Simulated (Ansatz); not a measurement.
**ScRu₄, a known structure type with other elements, at an estimated volume**

```
CELL_PARAMETERS angstrom
5.04285 0.00000 0.00000
2.52143 -4.38014 0.00000
1.84667 0.00000 -10.47296
ATOMIC_POSITIONS crystal
Ru 0.57120 0.00000 0.80130
Ru 0.42880 0.00000 0.19870
Ru 0.57060 0.49860 0.80070
Ru 0.93080 0.49860 0.19930
Ru 0.42940 0.50140 0.19930
Ru 0.06920 0.50140 0.80070
Sc 0.12630 0.00000 0.64480
Sc 0.87370 0.00000 0.35520
Ru 0.33310 0.33380 0.00000
Ru 0.66690 0.66620 0.00000
Sc 0.00000 0.00000 0.00000
Ru 0.47220 0.34000 0.59340
Ru 0.18780 0.34000 0.40660
Ru 0.52780 0.66000 0.40660
Ru 0.81220 0.66000 0.59340
```

Method: PBE, no spin polarisation; PAW, plane waves to 420 eV, 6×6×3 Γ-centred mesh, gaussian occupations (width 0.011 eV) (Ansatz 0.2.0), atoms fixed.

Electronic structure: It is a metal, with about 23 states/eV a cell as the mean within 0.25 eV of the Fermi level, mostly Ru d (86 %).
Stress: The pressure is 9.3 GPa (compression positive), so with the atoms held at these fractions the cell would first expand; the forces are large, so a full relaxation may end otherwise. The principal stresses 6.3, 6.6, 15.1 GPa differ, so its shape would change too.
Contacts: Ru–Ru at 2.52 Å: least valence density 0.52 e/Å³ and ELF 0.28 there. Ru–Sc at 2.91 Å: least valence density 0.19 e/Å³ and ELF 0.15 there. These are pseudo-fields; inside the PAW spheres they differ from the all-electron ones.
Forces: The largest is on Ru12 (and as large on other atoms): 1.27 eV/Å, components (-0.21, 0.51, 1.15). It makes 65° with the line to a nearest neighbour, Ru14 at 2.52 Å.
Formation energy: 0.10 eV an atom against the elements' usual phases (free molecules for gases, crystals otherwise, with no correction for O₂ or N₂), so at this geometry it isn't bound against them. Relaxing would lower it.

Origin: a known structure type with other elements, at an estimated volume, so it need not be a known compound. Caveats: many states at the Fermi level without spin polarisation, so a magnetic state may lie lower.
